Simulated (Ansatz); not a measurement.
Cs2Ni3S4:
```cif
data_Cs8Ni12S16
_chemical_formula_sum 'Cs8 Ni12 S16'
_space_group_name_H-M_alt 'Fmmm'
_space_group_IT_number 69
_space_group_name_Hall '-F 2 2'
_cell_length_a 5.91512
_cell_length_b 10.04517
_cell_length_c 14.86888
_cell_angle_alpha 90.000
_cell_angle_beta 90.000
_cell_angle_gamma 90.000
loop_
_space_group_symop_operation_xyz
  'x, y, z'
  '-x, -y, -z'
  '-x, -y, z'
  'x, y, -z'
  'x, -y, -z'
  '-x, y, z'
  '-x, y, -z'
  'x, -y, z'
  'x, y+1/2, z+1/2'
  '-x, -y+1/2, -z+1/2'
  '-x, -y+1/2, z+1/2'
  'x, y+1/2, -z+1/2'
  'x, -y+1/2, -z+1/2'
  '-x, y+1/2, z+1/2'
  '-x, y+1/2, -z+1/2'
  'x, -y+1/2, z+1/2'
  'x+1/2, y, z+1/2'
  '-x+1/2, -y, -z+1/2'
  '-x+1/2, -y, z+1/2'
  'x+1/2, y, -z+1/2'
  'x+1/2, -y, -z+1/2'
  '-x+1/2, y, z+1/2'
  '-x+1/2, y, -z+1/2'
  'x+1/2, -y, z+1/2'
  'x+1/2, y+1/2, z'
  '-x+1/2, -y+1/2, -z'
  '-x+1/2, -y+1/2, z'
  'x+1/2, y+1/2, -z'
  'x+1/2, -y+1/2, -z'
  '-x+1/2, y+1/2, z'
  '-x+1/2, y+1/2, -z'
  'x+1/2, -y+1/2, z'
loop_
_atom_site_label
_atom_site_type_symbol
_atom_site_symmetry_multiplicity
_atom_site_Wyckoff_symbol
_atom_site_fract_x
_atom_site_fract_y
_atom_site_fract_z
_atom_site_occupancy
Cs1 Cs 8 i 0.00000 0.00000 0.33699 1
Ni1 Ni 4 a 0.00000 0.00000 0.00000 1
Ni2 Ni 8 e 0.25000 0.25000 0.00000 1
S1 S 16 m 0.00000 0.16761 0.09540 1
```
(The calculation used a cell of 9 atoms; values per cell refer to that cell.)

Relaxed with r²SCAN. 

**Question.** HSE06 on this cell (Ansatz, an electronic-structure program, PAW) gives a gap of 2.42 eV. What does r²SCAN give?

**Answer.** 1.15 eV.

Cost on shared cores: the r²SCAN run (SCF on a 6×6×6 mesh, then bands and DOS) very roughly 7 core-minutes, the HSE06 run (SCF on 4×4×4, then a few points) very roughly 16 core-minutes; the tasks are unlike.

The first step of the workflow began from a Materials Project structure, measured or hypothetical; the Crystallography Open Database copy checked does not list it. Its standing as an ambient phase is unchecked. Symmetry was held in the r²SCAN relaxation; its stability against distortions is not shown here. No spin polarisation was allowed. Scalar-relativistic: spin–orbit coupling is off unless named, which matters more the heavier the elements.

Potentials: the later of the program's two PAW sets.

Ansatz is a plane-wave DFT program.
